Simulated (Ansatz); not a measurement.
Total density of states per atom from plane-wave PAW PBEsol (Ansatz code), in 0.25 eV bins, energy from the valence-band maximum:

(E (eV), states/eV/atom): (-7.85, 0.29); (-7.60, 0.38); (-7.35, 0.31); (-7.10, 0.29); (-6.85, 0.30); (-6.60, 0.30); (-6.35, 0.28); (-6.10, 0.28); (-5.85, 0.29); (-5.60, 0.33); (-5.35, 0.36); (-5.10, 0.28); (-4.85, 0.25); (-4.60, 0.35); (-4.35, 0.35); (-4.10, 0.29); (-3.85, 0.31); (-3.60, 0.17); (-3.35, 0.16); (-3.10, 0.16); (-2.85, 0.14); (-2.60, 0.13); (-2.35, 0.12); (-2.10, 0.12); (-1.85, 0.11); (-1.60, 0.08); (-1.35, 0.06); (-1.10, 0.05); (-0.85, 0.04); (-0.60, 0.03); (-0.35, 0.02); (-0.10, 0.01); (0.15, 0.00); (0.40, 0.00); (0.65, 0.00); (0.90, 0.00); (1.15, 0.00); (1.40, 0.00); (1.65, 0.00); (1.90, 0.00); (2.15, 0.00); (2.40, 0.00); (2.65, 0.02); (2.90, 0.03); (3.15, 0.05); (3.40, 0.08); (3.65, 0.11); (3.90, 0.25); (4.15, 0.55); (4.40, 0.42); (4.65, 0.47); (4.90, 0.40); (5.15, 0.40); (5.40, 0.39); (5.65, 0.37); (5.90, 0.37); (6.15, 0.30); (6.40, 0.43); (6.65, 0.50); (6.90, 0.38)

Which compound is it?
A) AlSiCN, P3m1 (Pearson symbol hP8)
B) Hf2SiN, P6_3/mmc (Si on 2d, Hf on 4f, N on 2a)
C) C, P6_3/mmc (C on 6h)
D) GaRu3C, anti-perovskite

C, C, P6_3/mmc (C on 6h). Top 1 eV of the valence band: C 2p 97 %. Bottom 1 eV of the conduction band: C 2p 62 %, C 2s 8 %, outside the projected shells 30 %. Projections are on Löwdin-orthogonalised atomic valence shells; empty p or d shells of many metals are not among them.

The start of the workflow was typed in or built on a structure type. Its sites differ from those of the usual phase in this space group: another stacking or structure type. The PBEsol relaxation kept the symmetry of its start; whether a distortion lowers the energy is not shown.

Potentials: the earlier of the program's two PAW sets. The files were generated under PBE; for other functionals the program regenerates the frozen cores, and for LDA and PBEsol the local potential too.
